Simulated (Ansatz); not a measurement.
## NMR crystallography of ZnS with Na replacing Zn: given against relaxed positions

Start: a supercell of ZnS (space group P6_3mc) built from a computed structure from the Materials Project (it need not be an observed phase), with all atoms left at the host's positions.

Space group P3m1 (No. 156); a = 7.6159, c = 18.6787 Å, γ = 120.00°.

```
site  Wyckoff  site symmetry       x       y       z
 Zn1       3d            .m.  0.8333  0.1667  0.8333
 Zn4       1b            3m.  0.3333  0.6667  0.8333
 Zn5       1a            3m.  0.0000  0.0000  0.3333
 Zn6       3d            .m.  0.0000  0.5000  0.3333
  Na       1a            3m.  0.0000  0.0000  0.6669
Zn10       3d            .m.  0.0000  0.5000  0.6669
Zn13       3d            .m.  0.8333  0.1667  0.1669
Zn16       1b            3m.  0.3333  0.6667  0.1669
Zn17       3d            .m.  0.6667  0.8333  0.4999
Zn18       1c            3m.  0.6667  0.3333  0.4999
Zn21       3d            .m.  0.6667  0.8333  0.9999
Zn22       1c            3m.  0.6667  0.3333  0.9999
 S25       3d            .m.  0.8333  0.1667  0.9581
 S28       1b            3m.  0.3333  0.6667  0.9581
 S29       1a            3m.  0.0000  0.0000  0.4581
 S30       3d            .m.  0.0000  0.5000  0.4581
 S33       1a            3m.  0.0000  0.0000  0.7917
 S34       3d            .m.  0.0000  0.5000  0.7917
 S37       3d            .m.  0.8333  0.1667  0.2917
 S40       1b            3m.  0.3333  0.6667  0.2917
 S41       3d            .m.  0.6667  0.8333  0.6251
 S42       1c            3m.  0.6667  0.3333  0.6251
 S45       3d            .m.  0.6667  0.8333  0.1251
 S46       1c            3m.  0.6667  0.3333  0.1251
```

One atom of each set is listed.

Level of theory: DFT, PBE, plane waves and PAW, scalar-relativistic, 420 eV cutoff, Γ-centred 3×3×1 k-points, Fermi–Dirac smearing 0.01 eV, cell charge -1 (Ansatz 0.2.0).

The largest force at the start is 2.0 eV/Å. Relaxing the ions at fixed cell moves them by 0.401 Å at most (atom 33, S) and 0.084 Å rms.

| site | moved (Å) | first shell before | first shell after | V_zz before (10²¹ V/m²) | η before |
| --- | --- | --- | --- | --- | --- |
| Zn1 | 0.053 | 4 S at 2.33 Å | 4 S at 2.28–2.36 Å | -1.33 | 0.85 |
| Zn5 | 0.041 | 4 S at 2.33 Å | 4 S at 2.29–2.34 Å | -0.91 | 0.00 |
| Zn6 | 0.021 | 4 S at 2.33 Å | 4 S at 2.30–2.34 Å | -0.89 | 0.05 |
| Na | 0.224 | 4 S at 2.33 Å | 4 S at 2.51 Å | 0.17 | 0.00 |
| Zn10 | 0.098 | 4 S at 2.33 Å | 4 S at 2.28–2.39 Å | 1.67 | 0.37 |
| Zn13 | 0.017 | 4 S at 2.33 Å | 4 S at 2.31–2.33 Å | -0.21 | 0.25 |
| Zn21 | 0.022 | 4 S at 2.33–2.34 Å | 4 S at 2.33–2.35 Å | 0.39 | 0.36 |
| S25 | 0.072 | 4 Zn at 2.33 Å | 4 Zn at 2.31–2.36 Å | -1.06 | 0.14 |
| S33 | 0.401 | 3 Zn at 2.33 Å, 1 Na at 2.33 Å | 3 Zn at 2.28 Å, 1 Na at 2.51 Å | -8.89 | 0.00 |
| S41 | 0.106 | 3 Zn at 2.33–2.34 Å, 1 Na at 2.33 Å | 3 Zn at 2.27–2.28 Å, 1 Na at 2.51 Å | -10.38 | 0.19 |
| S42 | 0.011 | 4 Zn at 2.33–2.34 Å | 4 Zn at 2.32–2.35 Å | 1.77 | 0.00 |
| S45 | 0.011 | 4 Zn at 2.33–2.34 Å | 4 Zn at 2.33–2.35 Å | -0.25 | 0.21 |

Problem. How do the gradients change?

Solution. 

| site | V_zz after | η after | change of V_zz |
| --- | --- | --- | --- |
| Zn1 | -2.16 | 0.60 | -0.83 |
| Zn5 | -2.03 | 0.00 | -1.12 |
| Zn6 | -1.22 | 0.34 | -0.33 |
| Na | -0.65 | 0.00 | -0.82 |
| Zn10 | 3.71 | 0.35 | +2.04 |
| Zn13 | -0.39 | 0.10 | -0.18 |
| Zn21 | 0.88 | 0.95 | +0.49 |
| S25 | -1.45 | 0.31 | -0.39 |
| S33 | -10.94 | 0.00 | -2.05 |
| S41 | -9.86 | 0.15 | +0.52 |
| S42 | 1.24 | 0.00 | -0.53 |
| S45 | -0.38 | 0.71 | -0.13 |

The largest change of V_zz along a kept axis is on S33, from -8.89 to -10.94. In per cent, |V_zz| changes by +38 to +125 on Zn, -30 to +37 on S (all sites that start above 0.5, bar those whose gradient vanishes or changes sign or whose main axis turns by over 40°). Where |V_zz| stays above 0.1 and the axes keep their order, η moves most on Zn21, from 0.36 to 0.95. On Zn13 V_xx and V_yy change places (or their axes turn by over 50°), so the two values of η hide a larger change. V_zz changes sign on Na (same axis). On S37 (not in the table) the largest principal value lies along another axis in the second run, so the two V_zz can't be compared directly. The table leaves out 12 of the 24 sites, with |V_zz| up to 2.72; their tensors move by 1.03 at most along any direction. The statements above cover all sites. The host's own positions weren't relaxed first, so part of the change far from the defect can be the host's relaxation.

The defect repeats with the cell of 48 atoms, so it feels its images: sites between two images don't show the values beside a lone defect, and zeros or small values of η there can come from the images' arrangement. S and Zn carry a gradient in the pure host already, so the values there aren't the defect's effect alone. A uniform background compensates the cell's charge.
Before: The neighbours have not yet relaxed around the defect (largest force 2.0 eV/Å), so a real crystal will differ.
After: The relaxation keeps the site symmetry 3m of the start, so the impurity can move only along its axis; a start off the site could end lower.
